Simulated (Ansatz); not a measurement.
Given:

Cu₃Sb:
```
CELL_PARAMETERS angstrom
      4.47929     0.00000     0.00000
     -2.23964     3.87918     0.00000
      0.00000     0.00000     4.88932
ATOMIC_POSITIONS crystal
  Sb 0.00000 0.00000 0.00000
  Cu 0.00000 0.00000 0.50000
  Cu 0.33333 0.66667 0.00000
  Cu 0.66667 0.33333 0.00000
```

This is the r²SCAN-relaxed structure.

All from the program Ansatz at the r²SCAN level (PAW), unless another level is named. Predict the electronic character.

metallic (no gap).

Next, the density of states at the Fermi level?

0.15 states/eV per atom (mean over ±0.08 eV).

And the formation energy from the elements (no fitted shifts)?

0.45 eV/atom.

What about the gap with spin–orbit coupling?

none (metallic).

Space group P6/mmm. The start of the workflow was typed in or built on a structure type; neither database checked (COD, Materials Project) lists it. Its standing as an ambient phase is unchecked. The r²SCAN relaxation kept the symmetry of its start; whether a distortion lowers the energy is not shown. No spin polarisation was allowed. Its formation energy is positive at this level, so the cell may be metastable or incomplete. The references are the lowest solids computed at this level, not always the standard phases. Scalar-relativistic: spin–orbit coupling is off unless named, which matters more the heavier the elements.

Potentials: the earlier of the program's two PAW sets.
